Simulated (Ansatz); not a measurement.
Trial inputs on Sr₂SO

All trials start from this Ansatz input:

```yaml
crystal:
  lattice:
    - [4.043237, 0.0, 0.0]
    - [0.0, 4.043237, 0.0]
    - [0.0, 0.0, 5.718]
  atoms:
    - { symbol: Sr, position: [0.0, 0.0, 0.0] }
    - { symbol: Sr, position: [0.5, 0.5, 0.5] }
    - { symbol: S, position: [0.0, 0.0, 0.5] }
    - { symbol: O, position: [0.5, 0.5, 0.0] }
basis:
  ecutwfc: 420
kpoints:
  mp_grid: { grid: [4, 4, 4] }
hamiltonian:
  xc: pbe
scf:
  occupations: { method: gaussian, width: 0.1 }
output:
  forces: true
  stress: true
  eigenvalues: true
```

Command:

```bash
ansatz run input.yaml --threads 1 --pin off --max-ram 1331MiB --backend cpu --events-out ev --progress --plain --runs-dir out
```

The run converges in 6 SCF iterations on 18 irreducible k-points: pressure -0.18 GPa, gap on the sampled k-points 2.21 eV.

These settings were drawn at random to show what each does; none of the numbers is a converged property of the crystal. Each trial's input is given as a difference from the reference's; energies are extrapolated to zero smearing where there is one, and pressure is positive in compression.

Trial 1:

```diff
 kpoints:
-  mp_grid: { grid: [4, 4, 4] }
+  mp_grid: { grid: [2, 2, 1] }
 scf:
+  mixing: { preconditioner: local_kerker }
+  initial_density: { chi_scale: 0, normalization: atom }
+  max_iter: 85
```

The run converges in 8 SCF iterations on 3 irreducible k-points: energy 528 meV per atom above the reference, pressure 6.03 GPa, gap on the sampled k-points 1.94 eV.

Trial 2 (volume scaled):

```diff
 crystal:
   lattice:
-    - [4.043237, 0.0, 0.0]
-    - [0.0, 4.043237, 0.0]
-    - [0.0, 0.0, 5.718]
+    - [4.1737531572, 0.0, 0.0]
+    - [0.0, 4.1737531572, 0.0]
+    - [0.0, 0.0, 5.9025777002]
   atoms:
-    - { symbol: S, position: [0.0, 0.0, 0.5] }
+    - { symbol: S, position: [0.0, 0.0, 0.5], spin: 5.0 }
 basis:
-  ecutwfc: 420
+  ecutwfc: "19 Ha"
+  ecutrho_ratio: 6
 kpoints:
-  mp_grid: { grid: [4, 4, 4] }
+  mp_grid: { grid: [1, 1, 1] }
 scf:
-  occupations: { method: gaussian, width: 0.1 }
+  occupations: { method: cold }
+  lower_state_search: "off"
+  mixing: { ndim: 3 }
+  initial_density: { chi_scale: 0, normalization: atom }
+  max_iter: 300
 output:
+  populations: true
+magnetization:
+  spin_polarized: true
```

The run converges in 17 SCF iterations on 1 irreducible k-point: energy 1.96 eV per atom above the reference, pressure 11.15 GPa, gap on the sampled k-points 0.81 eV, cell moment 0.00 μB. It warns that the starting moments were lost; that the state wasn't tested for a lower one.

Trial 3:

```diff
-basis:
-  ecutwfc: 420
+basis: {}
 hamiltonian:
+  pseudopotentials: { kind: nc }
```

The run converges in 11 SCF iterations on 18 irreducible k-points: at 1240 eV, the cutoff that these potentials take when none is typed, pressure -0.22 GPa, gap on the sampled k-points 2.22 eV.

Trial 4 (volume scaled):

```diff
 crystal:
   lattice:
-    - [4.043237, 0.0, 0.0]
-    - [0.0, 4.043237, 0.0]
-    - [0.0, 0.0, 5.718]
+    - [4.0133664619, 0.0, 0.0]
+    - [0.0, 4.0133664619, 0.0]
+    - [0.0, 0.0, 5.6757566843]
 basis:
-  ecutwfc: 420
+  ecutwfc: "11 Ha"
+  xc_grid: 2
 hamiltonian:
-  xc: pbe
+  xc: blyp
 scf:
+  max_iter: 20
```

The run converges in 7 SCF iterations on 18 irreducible k-points: pressure 3.43 GPa, gap on the sampled k-points 2.35 eV. It warns that the cutoff lies under the recommended one, 420 eV for these potentials.

Trial 5:

```diff
 kpoints:
-  mp_grid: { grid: [4, 4, 4] }
+  mp_grid: { grid: [5, 1, 2], shift: [0.5, 0.5, 0] }
```

The run converges in 7 SCF iterations on 6 irreducible k-points: energy 209 meV per atom below the reference, pressure -1.09 GPa, gap on the sampled k-points 2.60 eV. It warns that the mesh lowers the symmetry.

Trial 6:

```diff
 basis:
-  ecutwfc: 420
+  ecutwfc: 310
 kpoints:
-  mp_grid: { grid: [4, 4, 4] }
+  mp_grid: { grid: [2, 2, 2], shift: [0.25, 0.25, 0.25] }
+  band_path: { path: [[0, 0, 0], [0.5, 0, 0], [0.5, 0.5, 0.5]], npoints: 4 }
 hamiltonian:
-  xc: pbe
+  xc: pbesol
+  hubbard: { sites: [{ species: S, l: p, u_eff: 7.4 }] }
+magnetization:
+  spin_polarized: true
```

The run converges in 13 SCF iterations on 6 irreducible k-points: pressure -3.17 GPa, gap on the sampled k-points 3.06 eV, cell moment 0.00 μB. It warns that the cutoff lies under the recommended one, 420 eV for these potentials; that no starting moments were given; that the mesh lowers the symmetry. Under a U the state reached may not be the lowest.

Trial 7:

```diff
 crystal:
   lattice:
-    - [4.043237, 0.0, 0.0]
-    - [0.0, 4.043237, 0.0]
-    - [0.0, 0.0, 5.718]
+    - [3.9844328448, 0.0, 0.0]
+    - [0.0, 3.9844328448, 0.0]
+    - [0.0, 0.0, 5.6348383749]
 scf:
-  occupations: { method: gaussian, width: 0.1 }
+  occupations: { method: marzari }
+  max_iter: 80
```

The program refuses the input:

```text
Error: YAML parse error: error: line 18 column 26: unknown occupation method `marzari` (expected fermi_dirac | gaussian | methfessel_paxton | cold | fixed | tetrahedron | tetrahedron_uncorrected | explicit)
```

Next try, with these keys changed back:

```diff
 scf:
-  occupations: { method: marzari }
+  occupations: { method: gaussian, width: 0.1 }
```

The run converges in 6 SCF iterations on 18 irreducible k-points: energy 7.25 meV per atom above the reference, pressure 2.59 GPa, gap on the sampled k-points 2.18 eV.